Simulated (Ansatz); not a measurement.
## Notes on Ge

```
Ge
1.0
     0.00000    0.00000    2.84455
     2.60543   -2.60543    1.42228
     2.60543    2.60543   -1.42228
Ge
2
Cartesian
  0.0000 0.0000 0.0000
  2.6054 0.0000 2.1334
```

Level: r2SCAN, no spin polarisation; 500 eV; 13×13×13 Γ-centred mesh; gaussian occupations (width 0.2674 eV); Ansatz 0.2.0, fixed geometry.

Q: What happens at the Fermi level?

A: It is a metal, with about 0.77 states/eV a cell as the mean within 0.25 eV of the Fermi level, mostly Ge p (83 %) and Ge s (15 %).

Q: Is the cell too large or too small?

A: The pressure is -2.4 GPa (compression positive), so with the atoms held at these fractions the cell would first shrink. The principal stresses -2.9, -2.9, -1.5 GPa differ, so its shape would change too.

Q: What do density and ELF say about some of the short contacts?

A: Ge–Ge at 2.70 Å: least valence density 0.33 e/Å³ and ELF 0.66 there. Both are smooth PAW fields, read partly inside the augmentation spheres.

Origin: a known structure type with other elements, at an estimated volume, so it need not be a known compound. Caveats: wide smearing.
